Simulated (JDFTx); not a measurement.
| Quantity | Value |
|---|---|
| surface | Sn(110) |
| bulk | Sn, Fd-3m, lattice of mp-117 (not re-optimised) |
| slab | 8 atoms in 4 planes, 1x1, 7.0 Å between the outermost planes |
| in-plane cell | 4.646 × 6.570 Å, 30.52 Å² |
| cell height | 23.0 Å |
| sampling | 4×4×1 k mesh, Fermi smearing 0.003 Ha, no spin polarisation |

This isn't the element's usual form at ambient conditions. Neither spin polarisation nor a larger cell was tried.

Computed with JDFTx (a modified build): PBE, GBRV ultrasoft potentials, plane waves to 20/100 Ha. Vacuum. The outer atoms relax from bulk positions, keeping the cell's symmetry; the lattice is not PBE's own optimum in this code, and that strain can shift the moves by a few hundredths of an ångström. Input:

```
lattice \
  8.7790446079 0.0000000000 0.0000000000 \
  0.0000000000 12.4154439470 0.0000000000 \
  0.0000000000 0.0000000000 43.4637008664
coords-type Lattice
ion Sn 0.5000000000 0.0000000000 -0.1514892500 1
ion Sn 0.0000000000 0.2500000000 -0.1514892500 1
ion Sn 0.0000000000 0.5000000000 -0.0504964170 1
ion Sn 0.5000000000 0.7500000000 -0.0504964170 1
ion Sn 0.5000000000 0.0000000000 0.0504964170 1
ion Sn 0.0000000000 0.2500000000 0.0504964170 1
ion Sn 0.0000000000 0.5000000000 0.1514892500 1
ion Sn 0.5000000000 0.7500000000 0.1514892500 1
ion-species pseudo/sn_pbe_v1.4.upf
elec-cutoff 20 100
elec-ex-corr gga-PBE
coulomb-interaction Slab 001
coulomb-truncation-embed 0 0 0
kpoint-folding 4 4 1
elec-smearing Fermi 0.003
lcao-params 10
elec-n-bands 65
converge-empty-states yes
electronic-scf nIterations 100 energyDiffThreshold 1e-07
ionic-minimize nIterations 10 energyDiffThreshold 1e-5 knormThreshold 4e-4
dump-name vac.$VAR
dump End State Ecomponents EigStats BandEigs Forces ElecDensity IonicPositions Fillings Kpoints Dtot
```

Question: How far do the free atoms of the upper face move along the normal, and how much energy is released?

Answer: Sn (atom 7) 0.12 Å, Sn (atom 8) 0.12 Å, Sn (atom 5) 0.05 Å, Sn (atom 6) 0.05 Å (positive: outward). The free energy falls by 0.041 eV per cell, 11 mJ/m².
